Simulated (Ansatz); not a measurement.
SrSi2Ag2:
```xyz
5
Lattice="-2.1935 2.1935 5.2467 2.1935 -2.1935 5.2467 2.1935 2.1935 -5.2467" Properties=species:S:1:pos:R:3 pbc="T T T"
Si     0.0000     0.0000     4.0824
Si     0.0000     0.0000     6.4110
Ag     0.0000     2.1935     2.6233
Ag     2.1935     0.0000     2.6233
Sr     0.0000     0.0000     0.0000
```

Relaxed with r²SCAN. Special points in fractions of this cell's reciprocal vectors: Γ (0.000, 0.000, 0.000); X (0.000, 0.000, 0.500); P (0.250, 0.250, 0.250); N (0.000, 0.500, 0.000); M (0.500, 0.500, -0.500); S (0.294, 0.706, -0.294); S0 (-0.294, 0.294, 0.294); R (-0.087, 0.087, 0.500); G (0.500, 0.500, -0.087).

Question: List the band energies nearest the Fermi level at these points for DFT-r²SCAN in the program Ansatz with PAW potentials.

Answer: In eV from the Fermi level; about four levels below and three above (degenerate sets whole), none deeper than 8.9 eV; points with the same levels are listed once.

```csv
k,below,above
Γ,-3.94 -3.76 -0.94 -0.94,0.43 0.43 0.88
X,-2.64 -2.25 -2.24 -0.92,2.77 3.45 4.03
P,-2.57 -2.57 -1.52 -1.52,2.04 4.82 4.82
N,-5.04 -5.04 -3.88 -2.81 -0.89,0.49 1.84 1.84
M,-3.94 -1.53 -1.53 -0.19,0.81 2.77 2.86
S,-4.61 -1.05 -1.00 -0.59,2.25 2.76 3.20
R,-2.62 -2.04 -1.71 -0.70,2.76 3.45 4.06
```

Space group I4/mmm. The workflow started from an entry of the Crystallography Open Database (COD). Its standing as an ambient phase is unchecked. The cell was relaxed with r²SCAN under the symmetry of its start; its stability against distortions is not shown here. No spin polarisation was allowed. Spin–orbit coupling is left out wherever it is not named.

Potentials: the later of the program's two PAW sets.
